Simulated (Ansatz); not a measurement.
All-electron LAPW in Ansatz 0.2.0 under LDA, scalar-relativistic, energies extrapolated to zero smearing. Slabs are 1×1 cells cut from bulk crystals relaxed on PAW files, with atoms then relaxed, 16 to 20 Å of vacuum, a dipole correction, k spacings of 0.16 to 0.26 Å⁻¹ and smearing of 0.02 to 0.1 eV, without spin–orbit coupling; Cr, Mn, Fe, Co, Ni, Eu and Gd start ferromagnetic, the others run without spin. The bulk type named needn't be the stable one, and no reconstruction is allowed.

```
                    slab  area (Å²)  γ (J/m²)  Φ (eV)  Δd12 (%)
  bcc Ta (100), 5 layers      10.58      2.89    4.03     -13.6
  fcc Ni (100), 5 layers       5.87      2.90    5.33      -3.5
  fcc Cu (100), 5 layers       6.19      2.02    4.88      -3.2
  fcc Au (100), 5 layers       8.19      1.38       ?      -1.7
  fcc Cu (100), 4 layers       6.19      2.03    4.91         ?
hcp Ru (10-10), 6 layers      11.30      3.55    5.20     -18.1
```

**Question.** What belongs in the row "fcc Cu (100), 4 layers", column "Δd12 (%)"?

**Answer.** -2.8.

**Question.** Fill in "Φ (eV)" for the row "fcc Au (100), 5 layers".

**Answer.** 5.45.
